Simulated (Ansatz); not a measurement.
## Cr2B under pressure: fit and missing row

Cr2B, I4/mcm, a = 5.085 Å, c = 4.234 Å. The structure is a COD entry; whether it is the stable form wasn't checked. Ansatz: PBEsol, PAW, 420 eV, Γ-centred 12×12×12 mesh on 6 atoms, Gaussian smearing 0.10 eV; no spin polarisation. Cell and atoms are relaxed at each pressure, and no other structure is tried, so the rows at high pressure may lie past a change of phase.

```tsv
V (Å³/atom)	P (GPa)
7.522	89.97
8.066	49.96
8.518	24.97
8.806	12.04
9.013	4.00
9.096	1.02
9.125	0.00
?	-1.00
```

Question: Take V0 = 9.125 Å³/atom, fit the third-order Birch–Murnaghan form to the other rows, and predict the missing volume.

Answer: With the Eulerian strain f = ½[(V0/V)^(2/3) − 1] and y = P/[3f(1 + 2f)^(5/2)], the form is the line y = B0 + 1.5 B0 (B0′ − 4) f. Rows (f, y): 0.06873, 316.2; 0.04286, 316.3; 0.02348, 316.1; 0.01200, 315.2; 0.00413, 316.3; 0.00106, 319.1. Means f = 0.02538, y = 316.53; Σ(Δf)² = 0.003410, ΣΔfΔy = -0.05733; the slope is their ratio. y = 317.0 − 16.81 f GPa, so B0 = 317.0 GPa and B0′ = 4 + 2 × (-16.81)/(3 × 317.0) = 3.96. P = -1.00 GPa is met at f = -0.00106 (y = 317.02), so V = V0 (1 + 2f)^(−3/2) = 9.154 Å³/atom. The run gave 9.154 Å³/atom, the same to the digits shown.

Spin polarisation was left out, and a magnetic state may lie lower.